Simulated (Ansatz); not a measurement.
InSe — ¹¹³In NMR of the central transition

Cell: a Materials Project structure (computed, not necessarily an observed phase), atoms as given.

Space group P6_3/mmc (No. 194); a = 4.0417, c = 17.4284 Å, γ = 120.00°.

| site | Wyckoff | site symmetry | x | y | z |
| --- | --- | --- | --- | --- | --- |
| In | 4f | 3m. | 0.3333 | 0.6667 | 0.3303 |
| Se | 4f | 3m. | 0.3333 | 0.6667 | 0.5973 |

One atom of each set is listed.

The numbers come from a DFT calculation in Ansatz (PBE, plane waves and PAW, scalar-relativistic, 420 eV cutoff, Γ-centred 9×9×2 k-points, Fermi–Dirac smearing 0.05 eV).

¹¹³In has I = 9/2 and Q = 761.0 mb (Pyykkö 2018); at 7.05 T its Larmor frequency is ν₀ = 66.0 MHz (from the bare nuclear moment; shielding lowers the observed one by a per cent or two). Only the quadrupole interaction is simulated: positions count from each site's isotropic chemical shift, and shift anisotropy, dipolar and J coupling are left out.

Question: What does the ¹¹³In spectrum (static powder) show for each site?

Answer: 

| site | first shell | C_Q (MHz) | η | P_Q (MHz) | δ_QIS (ppm) | breadth (kHz) |
| --- | --- | --- | --- | --- | --- | --- |
| In | 3 Se at 2.65 Å; also 1 In at 2.80 Å | -199 | 0.00 | 199 | -12607 | 4335 |

δ_QIS = −(ν_Q²/30ν₀²)[I(I+1) − 3/4](1 + η²/3) × 10⁶ ppm with ν_Q = 3|C_Q|/[2I(2I−1)]; it falls as 1/B₀² in ppm, and the breadth as 1/B₀ in kHz.

An axis of threefold or higher order runs through In, so V_zz lies along it and η is zero.

Without spin–orbit coupling (the program notes it for In) the gradients can shift somewhat, as the gap is small.

The run took 29 s of wall time (29 s of CPU time) and 0.67 GiB at its peak, on 1 thread of Arm Neoverse V2 (aarch64; 8 cores open to the job, memory cap 3.0 GiB, no GPU), a shared host with a load of 0.6 a core.
